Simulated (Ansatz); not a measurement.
Data:

LiF:
```cif
data_F4Li4
_chemical_formula_sum 'Li4 F4'
_space_group_name_H-M_alt 'Fm-3m'
_space_group_IT_number 225
_space_group_name_Hall '-F 4 2 3'
_cell_length_a 3.99024
_cell_length_b 3.99024
_cell_length_c 3.99024
_cell_angle_alpha 90.000
_cell_angle_beta 90.000
_cell_angle_gamma 90.000
loop_
_atom_site_label
_atom_site_type_symbol
_atom_site_symmetry_multiplicity
_atom_site_Wyckoff_symbol
_atom_site_fract_x
_atom_site_fract_y
_atom_site_fract_z
_atom_site_occupancy
Li1 Li 4 a 0.00000 0.00000 0.00000 1
F1 F 4 b 0.50000 0.50000 0.50000 1
```
(The calculation used a cell of 2 atoms; values per cell refer to that cell.)

This is the r²SCAN-relaxed structure.

Task: All from r²SCAN in the plane-wave PAW code Ansatz, unless another level is named. Estimate the highest zone-centre frequency (without LO–TO term).

Result: 319 cm⁻¹.

Task: And the vibrational entropy at 300 K?

Result: 17.2 J/(K·mol of atoms).

Task: What about the Poisson's ratio?

Result: 0.20.

Task: And the zero-point energy?

Result: 62.5 meV/atom.

The r²SCAN relaxation kept the symmetry of its start; phonons on a q-mesh show no instability.

Potentials: the later of the program's two PAW sets.
